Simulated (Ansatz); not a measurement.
AlCo:
```
CELL_PARAMETERS angstrom
      2.82306     0.00000     0.00000
      0.00000     2.82306     0.00000
      0.00000     0.00000     2.82306
ATOMIC_POSITIONS crystal
  Co 0.00000 0.00000 0.00000
  Al 0.50000 0.50000 0.50000
```
Starting moments (μB, in the order of the atoms Co Al): 0.1 0.0.

Relaxed with r²SCAN.

Question: Map the spin density (μB/Å³) on the plane through (0.000, 0.000, 0.000) spanned by u = [1, 0, 0] and v = [0, 1, 1] in lattice vectors, from r²SCAN (plane waves, PAW; program Ansatz).

Answer: x is the fraction of u, y of v (the angle between them is 90°; rows are the nearest grid lines); atoms in the plane: Co at (0.00, 0.00), Al at (0.50, 0.50).
```
|@#-:.       .:-#@|
|*+:.         .:+*|
|:.             .:|
|                 |
|                 |
|                 |
|                 |
|                 |
|                 |
|                 |
|                 |
|                 |
|                 |
|                 |
|                 |
|                 |
|                 |
|                 |
|:.             .:|
|*+:.         .:+*|
|@#-:.       .:-#@|
```
Scale: ten equal steps from -0.006 (start of ' ') to 0.602 (end of '@'), in the order ' .:-=+*#%@'; x runs from 0.000 to 1.00, y from 0.000 (bottom) to 1.00 (top).

The density is the valence pseudo-density with augmentation charge, so density and ELF within about 1 Å of a nucleus are not all-electron values.

Space group Pm-3m (CsCl type). The r²SCAN relaxation kept the symmetry of its start. Spin order of the final state: ferromagnetic, the only order run, not a proven ground state. The cell computed holds one magnetic atom, so no antiferromagnetic order was within reach. Other orbital occupations within this spin state were not tried. For itinerant 3d metals, meta-GGAs of the SCAN family and hybrids are commonly reported to give too large moments.

Potentials: the earlier of the program's two PAW sets.
